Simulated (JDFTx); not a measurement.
System: borohydride, BH4 (SMILES [BH4-]), charge -1, multiplicity 1; geometry: optimised with GFN2-xTB in vacuum (no frequencies checked; largest PBE force component 0.3 eV/Å). Bond lengths (Å): B1–H2 1.229, B1–H3 1.229, B1–H4 1.229, B1–H5 1.229. Angles (°): H2–B1–H3 109.5, H2–B1–H4 109.5, H2–B1–H5 109.5, H3–B1–H4 109.5, H3–B1–H5 109.5, H4–B1–H5 109.5.

Computed with a modified build of JDFTx: PBE, GBRV ultrasoft potentials, plane waves to 20/100 Ha. Liquid: CANDLE, water, 1 M KF. The liquid run sits in a periodic box with 4.5 Å from the outermost atoms to the faces; the vacuum run is isolated. ΔG_solv is the difference of the two single-point energies, liquid minus vacuum; no corrections are added.

For an anion the vacuum reference is delicate: semilocal functionals bind the extra electron weakly. The values are those of the intact species: the continuum can't coordinate to it or react with it. Single-ion values refer to zero potential in the bulk liquid, with no surface-potential term, and depend on the box by about 0.1 eV.

```json
{
 "solvation_energy": "-76 kcal/mol",
 "highest occupied level in the liquid (zero: bulk electrolyte)": "-7.75 eV",
 "volume of the model's cavity": "86.97 Å³",
 "rough_cost_vacuum_and_liquid_run": "2 min and 3 min of core time"
}
```
